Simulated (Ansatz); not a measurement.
**Structures of MgPdS3: which is lowest?**

Plane-wave DFT in Ansatz with scalar-relativistic PAW potentials, cutoff 420 eV, Γ-centred meshes chosen by cell and gap, Gaussian smearing with energies taken to zero width. Every cell was relaxed (cell and atoms) in a run of its own, within the symmetry of its start. Functional: PBE.

Relaxed structures (starts from databases or built by putting these elements on another compound's sites):
A. Pm-3m, 5 atoms in the computed cell, a = 4.707 Å; sites (symmetry × multiplicity) Mg m-3m × 1, Pd m-3m × 1, S 4/mm.m × 3; start: built
B. P4mm, 5 atoms in the computed cell, a = 4.794 Å, c = 4.810 Å; sites (symmetry × multiplicity) Mg 4mm × 1, Pd 4mm × 1, S 2mm. × 2 + 4mm × 1; start: built

Q: Rank them by energy. Could pressure change the order?

A:
| structure | group | E − E(lowest) (meV/atom) | V (Å³/atom) | gap on mesh (eV) |
| --- | --- | --- | --- | --- |
| B | P4mm | 0.0 | 22.11 | 0.00 |
| A | Pm-3m | 350 | 20.86 | 0.00 |

B is lowest, 350 meV/atom under A. A is denser by 1.25 Å³/atom, so pressure favours it: ΔE/ΔV, with ΔE in eV and 1 eV/Å³ = 160.2 GPa, gives about 45 GPa for equal enthalpy if both cells were rigid; at such pressures compression changes ΔV much, so this is a scale only. Other structures may lie lower than all of these, and vibrations aren't counted.